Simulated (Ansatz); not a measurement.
# Polymorphs and borrowed structures of AgLaS2

AgLaS2 was placed in 6 structures, borrowed from other compounds or built from prototypes, and relaxed with PBEsol and then r2SCAN+rVV10 in Ansatz, symmetry kept. Energies are static, from a final single point; gaps are the least over its mesh and special points. Simulated, non-magnetic, generated structures, which need not be known phases.

| start | ends in | volume (Å³/atom) | energy, r2SCAN+rVV10 (meV/atom) | gap, r2SCAN+rVV10 (eV) | shaken (PBEsol) |
| --- | --- | --- | --- | --- | --- |
| ordering on rocksalt (d) | P4/mmm | 23.52 | 74 | metal | falls 35 meV |
| ordering on rocksalt (c) | I4_1/amd | 23.87 | 33 | 1.34 | falls 35 meV |
| ordering on rocksalt (e) | R-3m | 22.76 | 94 | 1.19 | falls 9 meV |
| ordering on rocksalt | Pmmn | 22.74 | 0 | 1.94 | falls 36 meV |
| ordering on rocksalt (f) | P4/nmm | 23.41 | 144 | metal | returns (8 atoms) |
| ordering on rocksalt (b) | R-3m | 22.83 | 12 | 2.53 | falls 16 meV |

Energies count from the lowest cell; the last column tells what a randomly displaced small cell does when relaxed without symmetry, which tests only the distortions that fit it.

Of the symmetric cells the lowest is the one started from ordering on rocksalt, which ends in Pmmn (No. 59), 12 meV an atom below the next (ordering on rocksalt (b)). With PBEsol some shaken cells land within 15 meV an atom of the lowest symmetric one. Other structures, not tried here, could lie lower.

The cells shaken are PBEsol's, whose volumes can differ from those tabled by ten per cent. The falls are PBEsol's, in meV an atom on the shaken cell's own mesh; a cell that falls isn't a minimum, and its place in the table may change once it distorts.

The cells in order of energy (the first three):
- ordering on rocksalt: Pmmn, 22.74 Å³ an atom. Ag is surrounded by 6 S at 2.79–2.92 Å; S is surrounded by 4 Ag at 2.79–2.82 Å and 2 La at 2.80 Å; La is surrounded by 6 S at 2.80–2.98 Å; S is surrounded by 4 La at 2.86–2.98 Å and 2 Ag at 2.92 Å.
- ordering on rocksalt (b): R-3m, 22.83 Å³ an atom. Ag is surrounded by 6 S at 2.83 Å; La is surrounded by 6 S at 2.88 Å; S is surrounded by 3 Ag at 2.83 Å and 3 La at 2.88 Å.
- ordering on rocksalt (c): I4_1/amd, 23.87 Å³ an atom. Ag is surrounded by 6 S at 2.84–3.02 Å; S is surrounded by 3 Ag at 2.84–3.02 Å and 3 La at 2.84–2.88 Å; La is surrounded by 6 S at 2.84–2.88 Å.

The lowest symmetric cell:
```yaml
crystal:
  lattice:
    - [4.28465, 0.00000, 0.00000]
    - [0.00000, 5.55386, 0.00000]
    - [0.00000, 0.00000, 7.64470]
  atoms:
    - { symbol: Ag, position: [0.00000, 0.00000, 0.85109] }
    - { symbol: S, position: [0.00000, 0.50000, 0.91480] }
    - { symbol: Ag, position: [0.50000, 0.50000, 0.14891] }
    - { symbol: S, position: [0.50000, 0.00000, 0.08520] }
    - { symbol: La, position: [0.00000, 0.00000, 0.32011] }
    - { symbol: S, position: [0.00000, 0.50000, 0.40848] }
    - { symbol: La, position: [0.50000, 0.50000, 0.67989] }
    - { symbol: S, position: [0.50000, 0.00000, 0.59152] }
```

The runs are scalar-relativistic, without spin-orbit coupling.
